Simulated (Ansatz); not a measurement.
## Gd on a Mo site in YbAl4Mo2

Level of theory: PBEsol, collinear spin, scalar-relativistic; Ansatz, plane waves to 420 eV (PAW set soft_2), k-mesh 3×3×3.

The relaxed host crystal (no gap at this level of theory):

```
CELL_PARAMETERS angstrom
-3.34369 3.34369 2.63346
3.34369 -3.34369 2.63346
3.34369 3.34369 -2.63346
ATOMIC_POSITIONS crystal
Al 0.30438 0.30438 0.60875
Al 0.69562 0.30438 0.00000
Al 0.30438 0.69562 0.00000
Al 0.69562 0.69562 0.39125
Mo 0.25000 0.75000 0.50000
Mo 0.75000 0.25000 0.50000
Yb 0.00000 0.00000 0.00000
```

Supercell of 28 atoms, rows of the matrix [[-2,-1,-1],[1,2,1],[1,0,-1]] times the cell vectors; Gd on a Mo site at (0.250, 0.750, 0.500) in fractions of the cell above. Atoms are relaxed at the host's cell, from a start shaken by 0.05 Å near the defect. The cell loses 1 of its 8 Mo, so this is a heavily doped crystal.

Distances from the Gd atom (Å), by shell of the perfect crystal:

```csv
shell,perfect crystal,"relaxed, charge 0"
2 Mo,2.63,2.63
8 Al,2.75,2.89
```

```
charge  moment of the cell (μB)  moment on Gd (μB)  4f electrons on Gd  gap of the cell on the mesh (eV)
     0                     7.00               6.87                 7.1                              0.00
```

The moment on Gd matches Gd3+ (4f7) at charge 0.

Formation energy of the neutral defect: 1.17 eV, taking atoms from and to the elements' standard states (no corrections for gases), so it belongs to those chemical potentials alone.

Caveats: 4f shell without a U, which puts 4f levels too near the Fermi level; Gd without a U keeps its half-filled shell, but its 4f levels lie too near the Fermi level; open f or d shells may hold a state above the lowest; small supercell, so energies and levels can be off by tenths of an eV; one random start near the defect, so other minima are possible.
